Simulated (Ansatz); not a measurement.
SiGe:
```cif
data_Ge2Si2
_chemical_formula_sum 'Si2 Ge2'
_space_group_name_H-M_alt 'Pmma'
_space_group_IT_number 51
_space_group_name_Hall '-P 2a 2a'
_cell_length_a 3.92278
_cell_length_b 3.92762
_cell_length_c 5.54235
_cell_angle_alpha 90.000
_cell_angle_beta 90.000
_cell_angle_gamma 90.000
loop_
_atom_site_label
_atom_site_type_symbol
_atom_site_symmetry_multiplicity
_atom_site_Wyckoff_symbol
_atom_site_fract_x
_atom_site_fract_y
_atom_site_fract_z
_atom_site_occupancy
Si1 Si 2 e 0.25000 0.00000 0.12004 1
Ge1 Ge 2 f 0.25000 0.50000 0.36945 1
```

Relaxed with r²SCAN. r²SCAN (plane waves, PAW; program Ansatz) gives a gap of 0.58 eV.

Question: What gap does HSE06 give on the same cell (Ansatz, PAW)?

Answer: 0.92 eV, 0.34 eV more. The hybrid was solved on a coarser mesh and at special points; its gap is the smallest among all of these.

| k | v1 r²SCAN | c1 r²SCAN | v1 HSE06 | c1 HSE06 |
|---|---|---|---|---|
| Γ | 0.00 | 0.80 | [?] | [?] |
| X | -1.57 | 2.48 | -1.61 | 2.90 |
| Z | -1.85 | 0.93 | [?] | [?] |
| U | -1.42 | 1.11 | [?] | [?] |
| Y | -1.27 | 2.14 | -1.27 | 2.57 |
| S | -3.10 | 0.60 | -3.21 | 0.94 |
| T | -1.09 | 0.64 | [?] | [?] |
| R | -4.05 | 4.57 | -4.24 | 5.01 |

Question: Top valence (v1) and lowest conduction level (c1) in eV from each method's valence maximum (which need not be a listed point): supply the withheld HSE06 values.

Answer: 
- U, v1 HSE06: -1.45
- U, c1 HSE06: 1.46
- T, v1 HSE06: -1.09
- T, c1 HSE06: 1.04
- Γ, v1 HSE06: 0.00
- Γ, c1 HSE06: 1.15
- Z, v1 HSE06: -1.88
- Z, c1 HSE06: 1.33

Cost on shared cores: the r²SCAN run (SCF on a 7×7×5 mesh, then bands and DOS) very roughly 70 core-seconds, the HSE06 run (SCF on 5×5×4, then a few points) about 2.7 core-minutes (a rough figure); the tasks are unlike.

The start of the workflow was typed in or built on a structure type; neither database checked (COD, Materials Project) lists it. Whether it is the stable phase at ambient conditions was not checked. The cell was relaxed with r²SCAN under the symmetry of its start; whether a distortion lowers the energy is not shown. Spin–orbit coupling is left out wherever it is not named.

Potentials: the earlier of the program's two PAW sets.
